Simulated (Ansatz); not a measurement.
## What DFT gives for Cs2LiGaSe6

```
CELL_PARAMETERS angstrom
3.60081 6.23679 0.00000
-3.60082 6.23679 0.00000
0.00000 0.00000 5.86134
ATOMIC_POSITIONS crystal
Li 0.00000 0.00000 0.50000
Cs 0.33330 0.33330 0.26990
Cs 0.66660 0.66670 0.73010
Se 0.13880 0.13920 0.76180
Se 0.72200 0.13880 0.76180
Se 0.13920 0.72200 0.76180
Se 0.27800 0.86080 0.23820
Se 0.86080 0.86120 0.23820
Se 0.86120 0.27800 0.23820
Ga 0.00000 0.00000 0.00000
```

Level: PBE, no spin polarisation; 420 eV; 6×6×6 Γ-centred mesh; fermi-dirac occupations (width 0.1 eV); Ansatz 0.2.0, fixed geometry.

Metal or insulator?

It is a metal, with about 13 states/eV a cell as the mean within 0.25 eV of the Fermi level, mostly Se p (96 %).

Is it stable against the elements?

0.11 eV an atom against the elements' usual phases (free molecules for gases, crystals otherwise, with no correction for O₂ or N₂), so at this geometry it isn't bound against them. Relaxing would lower it.

Which atom feels the largest force, and which way?

The largest is on Se4 (and as large on other atoms): 4.26 eV/Å, components (0.00, 3.98, -1.51). It makes 162° with the line to a nearest neighbour, Ga10 at 2.23 Å, pointing away from it.

Which element gives electrons and which takes them?

Bader charges in e: Cs +0.75, Li +0.81, Ga +1.10, Se -0.57. In the mean Ga gives up most and Se takes most.

What do density and ELF say about some of the short contacts?

Se–Ga at 2.23 Å: least valence density 0.66 e/Å³ and ELF 0.46 there. Li–Se at 2.32 Å: least valence density 0.18 e/Å³ and ELF 0.05 there. Cs–Se at 3.62 Å: least valence density 0.07 e/Å³ and ELF 0.06 there. Both are smooth PAW fields, read partly inside the augmentation spheres.

Is the cell too large or too small?

The pressure is 15.1 GPa (compression positive), so with the atoms held at these fractions the cell would first expand; the forces are large, so a full relaxation may end otherwise. The principal stresses 14.1, 14.1, 17.1 GPa differ, so its shape would change too.

Origin: a known structure type with other elements, at an estimated volume, so it need not be a known compound. Caveats: many states at the Fermi level without spin polarisation, so a magnetic state may lie lower; atoms or cell far from equilibrium.
